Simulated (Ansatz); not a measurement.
Y (hcp, Mg type)

```xyz
2
Lattice="3.6826 0.0000 0.0000 -1.8413 3.1892 0.0000 0.0000 0.0000 5.6985" Properties=species:S:1:pos:R:3 pbc="T T T"
Y      0.0000     2.1261     4.2739
Y      1.8413     1.0631     1.4246
```

The slice is a (1 -1 0 0) plane (indices of the conventional cell) through the point (0.333, 0.667, 0.750) (fractional), spanned by u = [110] and v = [001] in vectors of this cell: u (3.68 Å) and v (5.70 Å, at 90° to u). It covers one period; positions are fractions (u, v).

These are r2SCAN (plane waves to 500 eV, PAW, scalar-relativistic; Ansatz, a program for electronic structure) values and carry that method's errors. k mesh 15×15×8. These are valence fields of a PAW run, semicore shells included where kept as valence: close to a nucleus they are smooth pseudo fields. Y is run without spin polarisation. Y was relaxed with its symmetry unable to fall.

**Question.** What is the valence density on the shortest Y–Y line in this plane (3.68 Å), at its midpoint?

**Answer.** 0.09 e/Å³.

**Question.** What is the ELF at the midpoint of the shortest Y–Y line in this plane (3.68 Å)?

**Answer.** 0.3.

**Question.** Predict the map of the valence electron density on the slice.

**Answer.** 
```
|@@@@@@##==..        ..==##@@@@|
|@@@@%%**--..        ..--**%%@@|
|%%##**==::            ::==**##|
|++++--::                ::--++|
|::::..                    ..::|
|                              |
|                              |
|                              |
|            ........          |
|          ....::::....        |
|          ..::----::..        |
|        ....--------....      |
|          ..::----::..        |
|          ....::::....        |
|            ........          |
|                              |
|                              |
|                              |
|::::..                    ..::|
|++++--::                ::--++|
|%%##**==::            ::==**##|
|@@@@%%**--..        ..--**%%@@|
|@@@@@@##==..        ..==##@@@@|
|@@@@@@##==..        ..==##@@@@|
```
Scale: ten equal steps from -1.03 (start of ' ') to 0.57 (end of '@'), in the order ' .:-=+*#%@'. Values: log₁₀ of the valence density in e/Å³. The map has 15 points along u (two characters each, u = 0 at the left) and 24 along v (v = 0 in the bottom row). The scale is logarithmic, as a density can span decades between atoms and voids.
